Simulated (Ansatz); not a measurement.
**AgBiBrO: input and output**

Input file of Ansatz 0.2.0:

```yaml
crystal:
  lattice:
    - [4.03338, 0.0, 0.0]
    - [0.0, 4.03338, 0.0]
    - [0.0, 0.0, 11.215653]
  atoms:
    - { symbol: Bi, position: [0.25, 0.25, 0.8912] }
    - { symbol: Bi, position: [0.75, 0.75, 0.1088] }
    - { symbol: Ag, position: [0.25, 0.25, 0.3447] }
    - { symbol: Ag, position: [0.75, 0.75, 0.6553] }
    - { symbol: Br, position: [0.25, 0.25, 0.596] }
    - { symbol: Br, position: [0.75, 0.75, 0.404] }
    - { symbol: O, position: [0.75, 0.25, 0.0] }
    - { symbol: O, position: [0.25, 0.75, 0.0] }
  symmetry: { tolerance: 0.0003 }
kpoints:
  mp_grid: { grid: [8, 8, 3], shift: [0, 0, 0] }
  band_path:
    path:
      - [0.0, 0.0, 0.0]
      - [0.0, 0.5, 0.0]
      - [0.5, 0.5, 0.0]
      - [0.0, 0.0, 0.0]
      - [0.0, 0.0, 0.5]
      - [0.0, 0.5, 0.5]
      - [0.5, 0.5, 0.5]
      - [0.0, 0.0, 0.5]
      - [0.0, 0.5, 0.0]
      - [0.0, 0.5, 0.5]
      - [0.5, 0.5, 0.0]
    npoints: 6
magnetization:
  spin_polarized: false
scf:
  occupations: { method: fermi_dirac }
  lower_state_search: "off"
  max_iter: 200
hamiltonian:
  pseudopotentials: { kind: paw }
  xc: r2scan
basis:
  ecutwfc: 500
  fft_grid_basis: typed
output:
  forces: true
  stress: true
  eigenvalues: true
  bader: true
  populations: true
  elf: true
  write_potential: true
  volumetric_format: npy
  dos:
    e_range: [-12, 8]
    de: 0.05
    projected: { site_lists: { Ag: [Ag], Bi: [Bi], Br: [Br], O: [O] } }
checkpoint:
  read: saved_state
```

The saved state is an earlier solution for the same cell, perhaps on another mesh. 

Output (shortened):

```
Pseudopotentials: kind: paw
Pseudopotential: Bi, paw, valence charge 15, recommended cutoff 500 eV (meta_gga), Bi.paw.azcp
Pseudopotential: Ag, paw, valence charge 19, recommended cutoff 500 eV (meta_gga), Ag.paw.azcp
Pseudopotential: Br, paw, valence charge 7, recommended cutoff 500 eV (meta_gga), Br.paw.azcp
Pseudopotential: O, paw, valence charge 6, recommended cutoff 500 eV (meta_gga), O.paw.azcp
Functional definition: r2SCAN
  exchange = r2scan_x(k0 = k0, k1 = k1, a1 = a1)
  correlation = r2scan_c
Crystal: 8 atoms, lattice volume = 182.458 Å³
Basis set: ecut = 500 eV, 4657 PW (Γ), exchange–correlation on 120×120×360 points (64 copies of the dense FFT grid, shifted against one another)
Bands: 57, of which v1, the nominal top of the filled ones, is band 47 counted from 1 (46 counted from 0)
Symmetry: 16 space group operations
Space group: P4/nmm (ITA 129), of the structure as read, at distance tolerance 1.7e-3 Å
k-points: 30 of 192
Initial density: read from a saved state, or passed on in memory by an earlier SCF of this step, an earlier step, the calling program or the single point that the run made first
Functional: x = r2scan, c = r2scan; τ floored in thin density (d = 2e-4 eV/Å³)
SCF iter   1: F=-46751.2062 eV  Δρ=8.35e-4  dr2=1.63e-3  dr2_τ=1.37e-3
SCF iter   2: F=-46751.2078 eV  Δρ=4.08e-4  dr2=4.46e-4  dr2_τ=6.10e-5
SCF iter   3: F=-46751.2078 eV  Δρ=2.20e-4  dr2=2.51e-4  dr2_τ=1.18e-5
SCF iter   4: F=-46751.2079 eV  Δρ=7.78e-5  dr2=6.63e-5  dr2_τ=1.79e-6
SCF iter   5: F=-46751.2080 eV  Δρ=4.54e-5  dr2=2.39e-5  dr2_τ=5.35e-7
SCF iter   6: F=-46751.2080 eV  Δρ=2.37e-5  dr2=6.50e-6  dr2_τ=5.52e-8
SCF iter   7: F=-46751.2080 eV  Δρ=1.34e-5  dr2=8.77e-7  dr2_τ=2.10e-8
SCF iter   8: F=-46751.2080 eV  Δρ=3.83e-6  dr2=8.90e-8  dr2_τ=1.23e-9
Free energy (F): -46751.2080 eV
Harris-Foulkes:  -46751.2080 eV  (|F-HF|=2.48e-8)
Internal energy: -46751.0781 eV  (E = F + TS)
E sigma→0 (E₀):  -46751.1430 eV
Entropy (-TS):   -0.1300 eV (-16.245 meV/atom)
Fermi energy:    9.4386 eV
--- Forces (eV/Å), atoms counted from 1 ---
  atom   1  Bi     0.0000     0.0000    -0.1726
  atom   2  Bi     0.0000     0.0000     0.1726
  atom   3  Ag     0.0000     0.0000    -0.2873
  atom   4  Ag     0.0000     0.0000     0.2873
  atom   5  Br     0.0000     0.0000     0.6507
  atom   6  Br     0.0000     0.0000    -0.6507
  atom   7  O      0.0000     0.0000     0.0000
  atom   8  O      0.0000     0.0000     0.0000
--- Stress (GPa, compression-positive) ---
       -1.9952       0.0000       0.0000
        0.0000      -1.9952       0.0000
        0.0000       0.0000       1.3600
  P = ⅓ Tr σ = -0.8768 GPa (-8.768 kbar)
--- Löwdin populations: 8 sites ---
  site symbol       q [e]
     0     Bi     13.9895
     1     Bi     13.9895
     2     Ag     18.5428
     3     Ag     18.5428
     4     Br      7.4432
     5     Br      7.4432
     6      O      6.8152
     7      O      6.8152
  spilling = 0.0045 (of n_electrons = 94.0000)
```

Origin: a known structure type with other elements, at an estimated volume, so it need not be a known compound. Caveats: many states at the Fermi level without spin polarisation, so a magnetic state may lie lower.
